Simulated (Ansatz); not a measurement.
Starting structure, C put at a bridge Co-Co site (Co, P6_3/mmc (No. 194), (0 0 1) face):

```
Co C
1.0
     2.45642    0.00000    0.00000
    -1.22821    2.12732    0.00000
     0.00000    0.00000   22.96941
Co C
3 1
Direct
  0.33333 0.66667 0.37006
  0.66667 0.33333 0.45514
  0.33333 0.66667 0.54022
  0.83333 0.66667 0.61074
```

All numbers below come from DFT PBEsol, scalar-relativistic, plane waves, PAW (Ansatz). Settings: cutoff 420 eV, Γ-centred mesh 12×12×1 on the computed 4-atom cell, Gaussian smearing of 0.10 eV; collinear spin from starting moments 1.94 1.89 1.94 2 μB. A dipole correction removes the field between periodic images along c.

Atoms 1 (counted from 1) are held. The cell is fixed. Force threshold 0.03 eV/Å.

(1) Where does it end?

The end is the local minimum or symmetric point that this start leads to. The slab is only 4.0 Å thick, so the energy isn't converged with thickness.

Answers

(1) The energy falls by 0.973 eV in 9 steps, to:

```
Co C
1.0
     2.45642    0.00000    0.00000
    -1.22821    2.12732    0.00000
     0.00000    0.00000   22.96941
Co C
3 1
Direct
  0.33333 0.66667 0.37006
  0.66645 0.33291 0.45322
  0.33188 0.66376 0.54708
  0.99860 0.99719 0.59362
```

Cost: 1 run of about 10 core-minutes, on Arm Neoverse V1 (shared hosts).